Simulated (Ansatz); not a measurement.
ZnInNO:
```cif
data_InNOZn
_chemical_formula_sum 'In1 Zn1 O1 N1'
_space_group_name_H-M_alt 'P 1'
_space_group_IT_number 1
_cell_length_a 3.43928
_cell_length_b 3.43928
_cell_length_c 5.39802
_cell_angle_alpha 90.000
_cell_angle_beta 90.000
_cell_angle_gamma 120.000
loop_
_space_group_symop_operation_xyz
  'x, y, z'
loop_
_atom_site_label
_atom_site_type_symbol
_atom_site_fract_x
_atom_site_fract_y
_atom_site_fract_z
_atom_site_occupancy
In1 In 0.33333 0.66667 0.51024 1
Zn1 Zn 0.66667 0.33333 0.99672 1
O1 O 0.33333 0.66667 0.11100 1
N1 N 0.66667 0.33333 0.63204 1
```

Relaxed with PBEsol.

Q: Decompose the optical modes at the zone centre into irreducible representations, and say which are infrared and Raman allowed.

A: Point group 3m: Γ_opt = 3A1 + 3E. Infrared: A1, E. Raman: A1, E.

Q: Assign frequencies (DFPT, PBEsol (plane waves, PAW; program Ansatz)).

A: E 89, A1 230, E 277, A1 394, E 550, A1 555 cm⁻¹.

Space group P3m1. The start of the workflow was typed in or built on a structure type; neither database checked (COD, Materials Project) lists it. Its standing as an ambient phase is unchecked. The cell was relaxed with PBEsol under the symmetry of its start; its stability against distortions is not shown here. As this level gives no gap, phonon frequencies hold no LO–TO term and depend on the k-mesh and smearing (Fermi–Dirac, 0.1 eV here).

Potentials: the earlier of the program's two PAW sets. The files were generated under PBE; for other functionals the program regenerates the frozen cores, and for LDA and PBEsol the local potential too.
